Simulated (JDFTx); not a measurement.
An input for a modified build of JDFTx (Pb(100), CANDLE, water, 1 M KCl; bohr, hartree) and the course of its log:

```
lattice \
  6.6671736562 0.0000000000 0.0000000000 \
  0.0000000000 6.6671736562 0.0000000000 \
  0.0000000000 0.0000000000 49.1328792403
coords-type Lattice
ion Pb 0.0000000000 0.0000000000 -0.1919042310 0
ion Pb 0.5000000000 0.5000000000 -0.0959521150 0
ion Pb 0.0000000000 0.0000000000 0.0000000000 0
ion Pb 0.5000000000 0.5000000000 0.0959521150 0
ion Pb 0.0000000000 0.0000000000 0.1919042310 0
ion-species pseudo/pb_pbe_v1.upf
elec-cutoff 20 80
elec-ex-corr gga-PBE
coulomb-interaction Slab 001
coulomb-truncation-embed 0 0 0
kpoint-folding 6 6 1
elec-smearing Fermi 0.01
elec-n-bands 47
electronic-scf nIterations 100 energyDiffThreshold 1e-08
fluid LinearPCM
pcm-variant CANDLE
fluid-solvent H2O
fluid-cation K+ 1
fluid-anion Cl- 1
fluid-minimize nIterations 400 knormThreshold 1e-11
wavefunction read vac.wfns
elec-initial-eigenvals vac.eigenvals
dump-name f0.$VAR
dump End State Ecomponents EigStats BandEigs Forces ElecDensity IonicPositions Fillings Kpoints Dtot FluidDebug BoundCharge FluidDensity
```

```
[one cycle in 5 is shown, and the last three; fluid-solver lines are left out]
	FillingsUpdate:  mu: -0.129747353  nElectrons: 70.000000
SCF: Cycle:  0   F: -304.886479844554856   dF: +8.759e-05   |Residual|: 1.597e-03   |deigs|: 1.860e-04
	FillingsUpdate:  mu: -0.126072311  nElectrons: 70.000000
SCF: Cycle:  5   F: -304.886627461378168   dF: -1.146e-06   |Residual|: 1.537e-04   |deigs|: 4.785e-04
	FillingsUpdate:  mu: -0.126056759  nElectrons: 70.000000
SCF: Cycle: 10   F: -304.886626754305837   dF: +1.127e-06   |Residual|: 1.184e-04   |deigs|: 3.313e-04
	FillingsUpdate:  mu: -0.125968460  nElectrons: 70.000000
SCF: Cycle: 15   F: -304.886627948500234   dF: +1.245e-08   |Residual|: 2.748e-05   |deigs|: 5.184e-05
	FillingsUpdate:  mu: -0.125932948  nElectrons: 70.000000
SCF: Cycle: 20   F: -304.886628004552676   dF: +2.693e-09   |Residual|: 1.054e-05   |deigs|: 2.905e-05
	FillingsUpdate:  mu: -0.125958928  nElectrons: 70.000000
SCF: Cycle: 25   F: -304.886628020310070   dF: -5.088e-08   |Residual|: 9.311e-06   |deigs|: 1.026e-05
	FillingsUpdate:  mu: -0.125988824  nElectrons: 70.000000
SCF: Cycle: 30   F: -304.886627918459965   dF: +1.010e-07   |Residual|: 3.472e-05   |deigs|: 5.966e-05
	FillingsUpdate:  mu: -0.125936996  nElectrons: 70.000000
SCF: Cycle: 35   F: -304.886628028027644   dF: -4.263e-09   |Residual|: 1.350e-05   |deigs|: 3.819e-05
	FillingsUpdate:  mu: -0.125969096  nElectrons: 70.000000
SCF: Cycle: 40   F: -304.886627960604869   dF: +7.435e-08   |Residual|: 3.156e-05   |deigs|: 2.539e-05
	FillingsUpdate:  mu: -0.125967544  nElectrons: 70.000000
SCF: Cycle: 45   F: -304.886628001973293   dF: +2.573e-08   |Residual|: 2.629e-05   |deigs|: 4.779e-05
	FillingsUpdate:  mu: -0.125949829  nElectrons: 70.000000
SCF: Cycle: 50   F: -304.886628005704551   dF: +1.167e-08   |Residual|: 3.777e-05   |deigs|: 2.783e-05
	FillingsUpdate:  mu: -0.125941541  nElectrons: 70.000000
SCF: Cycle: 55   F: -304.886628037635262   dF: -1.284e-07   |Residual|: 1.061e-05   |deigs|: 2.348e-05
	FillingsUpdate:  mu: -0.125948847  nElectrons: 70.000000
SCF: Cycle: 60   F: -304.886628041791994   dF: -1.031e-07   |Residual|: 1.210e-05   |deigs|: 3.042e-05
	FillingsUpdate:  mu: -0.125935063  nElectrons: 70.000000
SCF: Cycle: 65   F: -304.886628026420965   dF: -6.620e-08   |Residual|: 1.497e-05   |deigs|: 3.602e-05
	FillingsUpdate:  mu: -0.125947717  nElectrons: 70.000000
SCF: Cycle: 70   F: -304.886628040450603   dF: -1.387e-08   |Residual|: 9.841e-06   |deigs|: 1.152e-05
	FillingsUpdate:  mu: -0.125954760  nElectrons: 70.000000
SCF: Cycle: 75   F: -304.886628044054589   dF: -3.380e-08   |Residual|: 1.015e-05   |deigs|: 2.298e-05
	FillingsUpdate:  mu: -0.125948493  nElectrons: 70.000000
SCF: Cycle: 80   F: -304.886628045270299   dF: +7.338e-11   |Residual|: 1.183e-05   |deigs|: 2.793e-06
	FillingsUpdate:  mu: -0.125963631  nElectrons: 70.000000
SCF: Cycle: 85   F: -304.886628046717703   dF: -1.581e-09   |Residual|: 1.068e-05   |deigs|: 1.372e-05
	FillingsUpdate:  mu: -0.125927081  nElectrons: 70.000000
SCF: Cycle: 90   F: -304.886627972908229   dF: +7.097e-08   |Residual|: 2.795e-05   |deigs|: 4.146e-05
	FillingsUpdate:  mu: -0.125969208  nElectrons: 70.000000
SCF: Cycle: 95   F: -304.886628026612755   dF: +1.713e-08   |Residual|: 1.752e-05   |deigs|: 2.698e-05
	FillingsUpdate:  mu: -0.125973403  nElectrons: 70.000000
SCF: Cycle: 97   F: -304.886628044073916   dF: -1.144e-08   |Residual|: 9.822e-06   |deigs|: 4.059e-05
	FillingsUpdate:  mu: -0.125922613  nElectrons: 70.000000
SCF: Cycle: 98   F: -304.886627905365970   dF: +1.387e-07   |Residual|: 3.848e-05   |deigs|: 5.270e-05
	FillingsUpdate:  mu: -0.125952080  nElectrons: 70.000000
SCF: Cycle: 99   F: -304.886628048646116   dF: -1.433e-07   |Residual|: 4.493e-06   |deigs|: 3.063e-05
SCF: None of the convergence criteria satisfied after 100 iterations.
IonicMinimize: Iter:   0  F: -304.886628048646116  |grad|_K:  0.000e+00
IonicMinimize: Converged (|grad|_K<1.000000e-04).
```

This run gave no converged result. The loop ran out of cycles short of its threshold. It has stalled and not diverged: the last ten energies span 1e-07 Ha, so the total is near its end, but levels, forces and charges aren't shown converged.
